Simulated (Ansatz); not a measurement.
Relaxed-ion elastic tensor of W (diamond, Fd-3m) in GPa (Voigt order), DFT-PBE in the program Ansatz with PAW potentials; density 12.32 g/cm³, 24.77 Å³ per atom.

```
  107    127    127    0.0    0.0    0.0
  127    107    127    0.0    0.0    0.0
  127    127    107    0.0    0.0    0.0
  0.0    0.0    0.0  -78.8    0.0    0.0
  0.0    0.0    0.0    0.0  -78.8    0.0
  0.0    0.0    0.0    0.0    0.0  -78.8
```

Is the crystal mechanically stable?

No: the smallest eigenvalue of C is -78.8 GPa.

The cell is a constructed one: a structure type filled with these elements; neither database checked (COD, Materials Project) lists it. It is not the phase usual at ambient conditions (space group No. 229). The PBE relaxation kept the symmetry of its start. At this level the phase is mechanically unstable. No spin polarisation was allowed. As this level gives no gap, shear constants depend on the k-mesh and smearing (Fermi–Dirac, 0.1 eV here). Scalar-relativistic: spin–orbit coupling is off unless named, which matters more the heavier the elements.

Potentials: the later of the program's two PAW sets.
